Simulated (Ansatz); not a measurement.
## Profile along the O–Ni line in NiO (rock salt)

NiO (rock salt)

```xyz
2
Lattice="0.0000 2.0586 2.0586 2.0586 0.0000 2.0586 2.0586 2.0586 0.0000" Properties=species:S:1:pos:R:3 pbc="T T T"
O      0.0000     0.0000     0.0000
Ni     2.0586     2.0586     2.0586
```

Fields along a shortest O–Ni line of a {100} plane (2.06 Å), from O to Ni, interpolated on the slice's grid (step about 0.1 Å). Computed with PBEsol (plane waves to 420 eV, PAW, scalar-relativistic; Ansatz, a quantum-chemistry and plane-wave program). k mesh 19×19×19. These are valence fields of a PAW run, semicore shells included where kept as valence: close to a nucleus they are smooth pseudo fields. NiO is run spin-polarised and with no Hubbard U; the real compound is an antiferromagnetic insulator, a state that this run doesn't describe. NiO was relaxed with its symmetry unable to fall. Relaxed NiO ends ferromagnetic. The PAW data are Ansatz's earlier set. The magnetic order is the one the run started from; other orders were not tried.

```json
[
 {"distance from O (Å)": "0.00", "valence electron density (e/Å³)": "8.62", "spin density, up minus down (e/Å³)": "0.41", "electron localisation function": "x", "ELF of the up spins": "x", "ELF of the down spins": "x"},
 {"distance from O (Å)": "0.21", "valence electron density (e/Å³)": "7.23", "spin density, up minus down (e/Å³)": "0.34", "electron localisation function": "x", "ELF of the up spins": "x", "ELF of the down spins": "x"},
 {"distance from O (Å)": "0.41", "valence electron density (e/Å³)": "4.17", "spin density, up minus down (e/Å³)": "0.17", "electron localisation function": "0.74", "ELF of the up spins": "0.75", "ELF of the down spins": "0.74"},
 {"distance from O (Å)": "0.62", "valence electron density (e/Å³)": "1.77", "spin density, up minus down (e/Å³)": "0.05", "electron localisation function": "0.82", "ELF of the up spins": "0.81", "ELF of the down spins": "0.82"},
 {"distance from O (Å)": "0.82", "valence electron density (e/Å³)": "0.78", "spin density, up minus down (e/Å³)": "0.01", "electron localisation function": "0.62", "ELF of the up spins": "0.55", "ELF of the down spins": "0.69"},
 {"distance from O (Å)": "1.03", "valence electron density (e/Å³)": "0.49", "spin density, up minus down (e/Å³)": "0.03", "electron localisation function": "0.16", "ELF of the up spins": "0.14", "ELF of the down spins": "0.18"},
 {"distance from O (Å)": "1.24", "valence electron density (e/Å³)": "0.75", "spin density, up minus down (e/Å³)": "0.15", "electron localisation function": "0.09", "ELF of the up spins": "0.14", "ELF of the down spins": "0.06"},
 {"distance from O (Å)": "1.44", "valence electron density (e/Å³)": "2.91", "spin density, up minus down (e/Å³)": "0.54", "electron localisation function": "0.22", "ELF of the up spins": "0.28", "ELF of the down spins": "0.16"},
 {"distance from O (Å)": "1.65", "valence electron density (e/Å³)": "13.64", "spin density, up minus down (e/Å³)": "1.37", "electron localisation function": "0.68", "ELF of the up spins": "0.67", "ELF of the down spins": "0.69"},
 {"distance from O (Å)": "1.85", "valence electron density (e/Å³)": "42.73", "spin density, up minus down (e/Å³)": "3.10", "electron localisation function": "x", "ELF of the up spins": "x", "ELF of the down spins": "x"},
 {"distance from O (Å)": "2.06", "valence electron density (e/Å³)": "64.54", "spin density, up minus down (e/Å³)": "4.66", "electron localisation function": "x", "ELF of the up spins": "x", "ELF of the down spins": "x"}
]
```

x: too close to a nucleus for the ELF to mean much.

Density on the O–Ni line (2.06 Å) at its density minimum, 1.1 Å from O: 0.49 e/Å³. ELF at that point: 0.1.
